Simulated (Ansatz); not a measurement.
ZnHBrO: reading a single point

```yaml
crystal:
  lattice:
    - [3.49535, 0.00000, 0.00000]
    - [0.00000, 3.49535, 0.00000]
    - [0.00000, 0.00000, 9.71956]
  atoms:
    - { symbol: Zn, position: [0.25000, 0.25000, 0.89120] }
    - { symbol: Zn, position: [0.75000, 0.75000, 0.10880] }
    - { symbol: H, position: [0.25000, 0.25000, 0.34470] }
    - { symbol: H, position: [0.75000, 0.75000, 0.65530] }
    - { symbol: Br, position: [0.25000, 0.25000, 0.59600] }
    - { symbol: Br, position: [0.75000, 0.75000, 0.40400] }
    - { symbol: O, position: [0.75000, 0.25000, 0.00000] }
    - { symbol: O, position: [0.25000, 0.75000, 0.00000] }
```

The numbers come from plane-wave PAW DFT (Ansatz): PBE, no spin polarisation, 420 eV, 10×10×4 Γ-centred k points, gaussian occupations (width 0.1008 eV). Nothing was relaxed.

What happens at the Fermi level?

It is a metal, with about 2.2 states/eV a cell as the mean within 0.25 eV of the Fermi level, mostly O p (72 %).

What is the formation energy?

0.17 eV an atom against the elements' usual phases (free molecules for gases, crystals otherwise, with no correction for O₂ or N₂), so at this geometry it isn't bound against them. Relaxing would lower it.

Where is the largest force?

The largest is on Br5 (and as large on other atoms): 3.31 eV/Å, components (0.00, 0.00, 3.31). It makes 180° with the line to a nearest neighbour, H3 at 2.44 Å, pointing away from it.

What do density and ELF say about some of the short contacts?

Zn–O at 2.04 Å: least valence density 0.50 e/Å³ and ELF 0.18 there. H–Br at 2.44 Å: least valence density 0.15 e/Å³ and ELF 0.17 there. Br–Zn at 2.87 Å: least valence density 0.19 e/Å³ and ELF 0.23 there. Both are smooth PAW fields, read partly inside the augmentation spheres.

Origin: a known structure type with other elements, at an estimated volume, so it need not be a known compound. Caveats: many states at the Fermi level without spin polarisation, so a magnetic state may lie lower; atoms or cell far from equilibrium.
